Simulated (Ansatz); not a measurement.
Consider the following.

SrSi:
```
CELL_PARAMETERS angstrom
      2.41633    -5.65200     0.00000
      2.41633     5.65200     0.00000
      0.00000     0.00000     4.05323
ATOMIC_POSITIONS crystal
  Sr 0.36166 0.63834 0.75000
  Sr 0.63834 0.36166 0.25000
  Si 0.06378 0.93622 0.75000
  Si 0.93622 0.06378 0.25000
```

This is the r²SCAN-relaxed structure.

Question: All from plane-wave PAW r²SCAN (Ansatz code), unless another level is named. Predict the electronic character.

Answer: metallic (no gap).

Question: Predict the formation energy from the elements (no fitted shifts).

Answer: -551 meV/atom.

Question: Predict the density of states at the Fermi level.

Answer: 0.27 states/eV per atom (mean over ±0.08 eV).

Space group Cmcm. The workflow started from a Materials Project entry (that database holds measured and hypothetical structures alike); the Crystallography Open Database files this formula in space group No. 63, but the cells were not matched. Its standing as an ambient phase is unchecked. The cell was relaxed with r²SCAN under the symmetry of its start; whether a distortion lowers the energy is not shown. The references are the lowest solids computed at this level, not always the standard phases. Scalar-relativistic: spin–orbit coupling is off unless named, which matters more the heavier the elements.

Potentials: the later of the program's two PAW sets.
